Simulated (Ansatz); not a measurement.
The geometry is COD entry 1538016, unchecked; take it as a test cell.

TaN: DFT, LDA, all-electron LAPW, scalar-relativistic (Ansatz 0.2.0).

Command: `ansatz run input.yaml --threads 1 --pin off --max-ram 3072MiB --backend cpu --events-out ev --progress --plain --runs-dir out` The run took 62 s on 1 thread of Intel(R) Xeon(R) Platinum 8488C (Sapphire Rapids), on a shared host, peak memory 0.53 GiB.

```yaml
crystal:
  lattice:
    - [2.9379988584, 0.0, 0.0]
    - [-1.4689994292, 2.5443816477, 0.0]
    - [0.0, 0.0, 2.883]
  atoms:
    - { symbol: Ta, position: [0.3333333333, 0.6666666667, 0.5] }
    - { symbol: "N", position: [0.0, 0.0, 0.0] }
kpoints:
  mp_grid: { grid: [12, 12, 10] }
  band_path:
    path:
      - [0.0, 0.0, 0.0]
      - [0.5, 0.0, 0.0]
      - [0.3333333333, 0.3333333333, 0.0]
      - [0.0, 0.0, 0.0]
      - [0.0, 0.0, 0.5]
      - [0.5, 0.0, 0.5]
      - [0.3333333333, 0.3333333333, 0.5]
      - [0.0, 0.0, 0.5]
      - [0.5, 0.0, 0.5]
    npoints: 14
scf:
  occupations: { method: fermi_dirac, width: 0.02 }
hamiltonian:
  xc: lda
  pseudopotentials: { kind: all_electron, lapw: { basis_error: 0.00025 } }
output:
  forces: true
  stress: true
  eigenvalues: true
  populations: true
  dos: { projected: true, de: 0.2, e_range: [-14, 8] }
```

Output:

```
Ta: projections on atomic orbitals take those of the free atom 1s2 2s2 2p6 3s2 3p6 3d10 4s2 4p6 4d10 4f14 5s2 5p6 5d3 6s2, of charge +0.00 (hamiltonian.pseudopotentials.projection_atoms)
N: projections on atomic orbitals take those of the free atom 1s2 2s2 2p3, of charge +0.00 (hamiltonian.pseudopotentials.projection_atoms)
LAPW: plane waves up to 10.337 Å⁻¹, error target 2.5e-4 eV per atom; small_component_spin mean_spin; N in spheres of 0.948 Å, 7 of its electrons in bands, Dirac shells []; Ta in spheres of 1.278 Å, 45 of its electrons in bands, Dirac shells []
Engine: ansatz 0.2.0
Pseudopotentials: kind: all_electron
Pseudopotential: Ta, LAPW, valence charge 45, Koelling and Harmon's equation, gaussian nucleus
Pseudopotential: N, LAPW, valence charge 7, Koelling and Harmon's equation, gaussian nucleus
Functional definition: SPW92
  exchange = slater_x
  correlation = pw_c
Crystal: 2 atoms, lattice volume = 21.552 Å³
Basis set: ecut = 407.0769794581356 eV, 405 PW (Γ), exchange–correlation at level 2
Bands: 32, of which v1, the nominal top of the filled ones, is band 26 counted from 1 (25 counted from 0)
Symmetry: 12 space group operations
Space group: P-6m2 (ITA 187), of the structure as read, at distance tolerance 2.8e-5 Å
k-points: 114 of 1440 (time reversal used)
Non-local potential: Ta, projectors of the file, none
Non-local potential: N, projectors of the file, none
Initial density: superposition of atomic densities (chi_scale 0.1, normalization cell, long waves kept (reshape's long-wave potential 0.00 eV rms))
Initial wavefunctions: plane waves of lowest kinetic energy (no species holds an atomic orbital)
Functional: x = slater, c = lda
iter 1 solved again at ethr=6.30e-3 eV; its pass at ethr=1.00e-1 eV (dr2=3.28e0 eV) is discarded
SCF iter   1: F=—  HF=-425803.839979 eV  |F-HF|=—  |Δ(HF+E_count)|=         —  Δρ=1.16e-1  dr2=3.28e0  ethr=6.30e-3  ⟨swp⟩=2.0  Hψ=22938  notcnv=0
preconditioner: auto → none  [insulator: Δε(μ)=0.065 eV  Ē_g=24.173 eV  σ=0.020 eV  W_gap=0.62  n_scr=8 (ndim 8)  ℏωp=43.8 eV  f_vac=0.000  D(μ)=0.07/eV (n_scr^D=0)  ε∞_Penn≈4.3]
SCF iter   2: F=—  HF=-425803.357511 eV  |F-HF|=—  |Δ(HF+E_count)|=   4.82e-1  Δρ=7.70e-2  dr2=1.56e0  ethr=6.30e-3  ⟨swp⟩=3.0  Hψ=10943  notcnv=0
iter 3 solved again at ethr=1.04e-4 eV; its pass at ethr=3.00e-3 eV (dr2=5.41e-2 eV) is discarded
SCF iter   3: F=—  HF=-425802.464673 eV  |F-HF|=—  |Δ(HF+E_count)|=   8.93e-1  Δρ=1.76e-2  dr2=5.41e-2  ethr=1.04e-4  ⟨swp⟩=2.0  Hψ=18614  notcnv=0
SCF iter   4: F=—  HF=-425802.455473 eV  |F-HF|=—  |Δ(HF+E_count)|=         —  Δρ=2.49e-3  dr2=1.83e-3  ethr=1.04e-4  ⟨swp⟩=2.0  Hψ=11514  notcnv=0
the basis was enlarged: its passes take 791.7 KiB over the memory plan, 1 of 1 planned eigensolver slots
SCF iter   5: F=—  HF=-425802.450569 eV  |F-HF|=—  |Δ(HF+E_count)|=   4.90e-3  Δρ=1.85e-3  dr2=1.00e-3  ethr=3.51e-6  ⟨swp⟩=2.0  Hψ=10833  notcnv=0
SCF iter   6: F=—  HF=-425802.449993 eV  |F-HF|=—  |Δ(HF+E_count)|=   5.76e-4  Δρ=4.08e-4  dr2=3.36e-5  ethr=1.93e-6  ⟨swp⟩=2.0  Hψ=10833  notcnv=0
SCF iter   7: F=—  HF=-425802.449967 eV  |F-HF|=—  |Δ(HF+E_count)|=   2.62e-5  Δρ=3.96e-5  dr2=3.13e-7  ethr=6.46e-8  ⟨swp⟩=2.1  Hψ=10841  notcnv=0
SCF iter   8: F=-425802.449967 eV  HF=-425802.449967 eV  |F-HF|=1.68e-8  |Δ(HF+E_count)|=   1.36e-7  Δρ=7.05e-6  dr2=1.17e-8  ethr=6.02e-10  ⟨swp⟩=2.4  Hψ=10885  notcnv=0
SCF 1 converged in 8 iterations: F = -425802.449967 eV  dr2 = 1.17e-8
NSCF: frozen V_eff on 113 k-points
SCF converged after 8 iterations
Free energy (F): -425802.449967 eV
Harris-Foulkes:  -425802.449967 eV  (|F-HF|=1.68e-8)
Internal energy: -425802.449866 eV  (E = F + TS)
E sigma→0 (E₀):  -425802.449917 eV
Entropy (-TS):   -0.000101 eV (-0.050 meV/atom)
Fermi energy:    25.158997 eV
--- Per-component energies (eV) ---
  E_band       = -5746.883049
  E_kinetic    = 475002.632806
  E_xc         = -8550.257981
  E_electrostatic = -892254.824691  (all electrons and nuclei)
  E_smearing   = -0.000101  (= −TS)
  E_closure    = 0.000000  (closes the sum)
  E_atoms      = -425779.748575  (free atoms, spherical and without spin; not in F)
  Σ components = -425802.449967   (vs F -425802.449967, Δ=0.00e0)
  Basis errors (estimates in eV, not in F): energy 8.1e-5 per atom: plane waves 7.2e-5 (4.0e-5 summed), levels above the bands 5.8e-270, relativity 7.9e-9, radial functions 9.2e-6, core shells 4.9e-11; eigenvalues (radial functions only) 1.6e-6; not estimated: angular momenta, meshes, grids; target (lapw.basis_error) 2.5e-4; muffin-tin radii N 0.948 Å, Ta 1.278 Å
--- Forces (eV/Å), atoms counted from 1 ---
  atom   1  Ta    -0.00000000     0.00000000     0.00000000
  atom   2  N      0.00000000     0.00000000     0.00000000
  max |Σ_I F_I| component: 5.55e-17 eV/Å
--- Stress (GPa, compression-positive) ---
      -10.977851       0.000000       0.000000
        0.000000     -10.977851       0.000000
        0.000000       0.000000     -12.569909
  P = ⅓ Tr σ = -11.5085 GPa (-115.085 kbar)
--- Band table (eV; the first three rows and the last of 114) ---
  k-point 0: bands = ["-508.7068", "-369.7007", "-369.6835", "-369.6835", "-349.2287", "-191.7908", "-191.7908", "-191.7611", "-191.7583", "-191.7583", "-43.3320", "-9.6745", "-9.4193", "-9.4193", "4.8849", "4.8998", "4.8998", "4.9072", "4.9072", "4.9224", "4.9908", "7.5526", "20.5202", "20.5202", "20.8812", "22.1809", "27.3875", "28.6306", "28.6306", "29.0063", "29.0063", "38.0110"]
  k-point 1: bands = ["-508.7068", "-369.7007", "-369.6835", "-369.6835", "-349.2287", "-191.7908", "-191.7908", "-191.7611", "-191.7583", "-191.7583", "-43.3272", "-9.7696", "-9.4114", "-9.4114", "4.8877", "4.8978", "4.8978", "4.9105", "4.9105", "4.9169", "4.9908", "7.7588", "20.1766", "20.6026", "20.6026", "22.7687", "27.5232", "27.5232", "27.7396", "29.7459", "29.7459", "38.4205"]
  k-point 2: bands = ["-508.7068", "-369.7007", "-369.6835", "-369.6835", "-349.2287", "-191.7908", "-191.7908", "-191.7611", "-191.7583", "-191.7583", "-43.3145", "-10.0117", "-9.3909", "-9.3909", "4.8928", "4.8931", "4.8931", "4.9037", "4.9187", "4.9187", "4.9909", "8.3267", "18.8483", "20.8214", "20.8214", "23.9793", "26.3160", "26.3160", "28.5992", "29.8814", "29.8814", "39.1924"]
  k-point 113: bands = ["-508.7068", "-369.7007", "-369.6835", "-369.6835", "-349.2287", "-191.7908", "-191.7908", "-191.7611", "-191.7583", "-191.7583", "-43.1974", "-10.3081", "-10.0379", "-9.9675", "4.8574", "4.9018", "4.9038", "4.9204", "4.9208", "4.9270", "4.9691", "9.6550", "16.8538", "18.5492", "21.2193", "24.7449", "29.5336", "30.1047", "31.7465", "32.5751", "34.2973", "36.7351"]
--- Löwdin populations: 2 sites ---
  site symbol       q [e]
     0     Ta     72.2721
     1      N      7.6483
  spilling = 0.000996 (of n_electrons = 80.000000)
```

populations.tsv:

```
# site	symbol	l	j	q
# orbitals = lowdin
# n_electrons = 80.000000
# spilling = 0.000996
# projection_atom_Ta: 1s2 2s2 2p6 3s2 3p6 3d10 4s2 4p6 4d10 4f14 5s2 5p6 5d3 6s2
# projection_atom_N: 1s2 2s2 2p3
0	Ta	0_1S	-	1.999999
0	Ta	0_2S	-	1.999978
0	Ta	0_3S	-	1.999739
0	Ta	0_4S	-	1.997248
0	Ta	0_5S	-	1.955500
0	Ta	0_6S	-	0.530712
0	Ta	1_2P	-	6.000000
0	Ta	1_3P	-	5.999994
0	Ta	1_4P	-	5.999873
0	Ta	1_5P	-	5.986131
0	Ta	2_3D	-	9.999997
0	Ta	2_4D	-	9.999936
0	Ta	2_5D	-	3.804871
0	Ta	3_4F	-	13.998087
1	N	0_1S	-	1.996607
1	N	0_2S	-	1.481674
1	N	1_2P	-	4.169974
```
